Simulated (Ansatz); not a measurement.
System: InSb (zinc blende type, first atom moved by 0.06 Å along [111]), 2 atoms in the cell.

```yaml
crystal:
  lattice:
    - [0.00000, 3.32000, 3.32000]
    - [3.32000, 0.00000, 3.32000]
    - [3.32000, 3.32000, 0.00000]
  atoms:
    - { symbol: In, position: [0.00522, 0.00522, 0.00522] }
    - { symbol: Sb, position: [0.25000, 0.25000, 0.25000] }
```
Lattice in Å, positions in fractions of it.

Code and potentials: Ansatz PAW hard set, 700 eV. Settings: k-mesh 4×4×4 Γ-centred; Fermi–Dirac smearing of 0.05 eV; no spin polarisation; no spin–orbit coupling. For HSE06: exchange singularity: Wigner-Seitz. For PBE0: exchange singularity: Wigner-Seitz.

Plain PBE gives:

| Quantity | Value |
| --- | --- |
| Pressure | 0.40 GPa |
| Gap on the mesh | no clear gap |

| atom | Fx (eV/Å) | Fy (eV/Å) | Fz (eV/Å) |
| --- | --- | --- | --- |
| In1 | -0.209 | -0.209 | -0.209 |
| Sb2 | 0.209 | 0.209 | 0.209 |

**Question.** What changes under HSE06?

**Answer.** The pressure goes down by 1.55 GPa to -1.15 GPa; gap on the mesh: no clear gap; the forces move by 12 meV/Å (rms):

| atom | Fx (eV/Å) | Fy (eV/Å) | Fz (eV/Å) |
| --- | --- | --- | --- |
| In1 | -0.216 | -0.216 | -0.216 |
| Sb2 | 0.216 | 0.216 | 0.216 |

**Question.** What changes under PBE0?

**Answer.** The pressure goes down by 2.106 GPa to -1.704 GPa; gap on the mesh: 0.58 eV; the forces move by 46 meV/Å (rms):

| atom | Fx (eV/Å) | Fy (eV/Å) | Fz (eV/Å) |
| --- | --- | --- | --- |
| In1 | -0.236 | -0.236 | -0.236 |
| Sb2 | 0.236 | 0.236 | 0.236 |

The stress includes the program's correction for the finite plane-wave basis.

The k-mesh is coarse, so these values belong to this mesh and can lie far from the converged ones. Spin–orbit coupling is left out; with heavy elements it can shift the gap and split levels by tenths of an eV. Potentials made with PBE were used with another functional (at least in: Ansatz PAW hard set, 700 eV (HSE06); Ansatz PAW hard set, 700 eV (PBE0)). The real crystal is a semiconductor; semilocal functionals such as PBE can close its gap, a known failure.
